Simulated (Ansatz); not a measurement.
GaRu3C:
```
CELL_PARAMETERS angstrom
      4.01984     0.00000     0.00000
      0.00000     4.01984     0.00000
      0.00000     0.00000     4.01984
ATOMIC_POSITIONS crystal
  Ga 0.00000 0.00000 0.00000
  Ru 0.00000 0.50000 0.50000
  Ru 0.50000 0.00000 0.50000
  Ru 0.50000 0.50000 0.00000
  C  0.50000 0.50000 0.50000
```

Relaxed with PBE. Special points in fractions of this cell's reciprocal vectors: Γ (0.000, 0.000, 0.000); X (0.000, 0.500, 0.000); M (0.500, 0.500, 0.000); R (0.500, 0.500, 0.500).

List the band energies nearest the Fermi level at these points for PBE with spin–orbit coupling (plane waves, PAW; program Ansatz).

In eV from the Fermi level; about four levels below and three above (degenerate sets whole), none deeper than 8.9 eV; points with the same levels are listed once.

```json
[
 {"k": "Γ", "below": "-0.55 -0.55 -0.55 -0.55", "above": "1.30 1.30 1.34 1.34"},
 {"k": "X", "below": "-0.67 -0.67 -0.06 -0.06", "above": "1.40 1.40 1.68 1.68"},
 {"k": "M", "below": "-0.60 -0.60 -0.05 -0.05", "above": "0.29 0.29 1.96 1.96"},
 {"k": "R", "below": "-0.15 -0.15 -0.15 -0.15", "above": "1.05 1.05 1.18 1.18 1.18 1.18"}
]
```

Space group Pm-3m (anti-perovskite). The start of the workflow was typed in or built on a structure type; neither database checked (COD, Materials Project) lists it. Its standing as an ambient phase is unchecked. The cell was relaxed with PBE under the symmetry of its start; whether a distortion lowers the energy is not shown. No spin polarisation was allowed.

Potentials: the later of the program's two PAW sets.
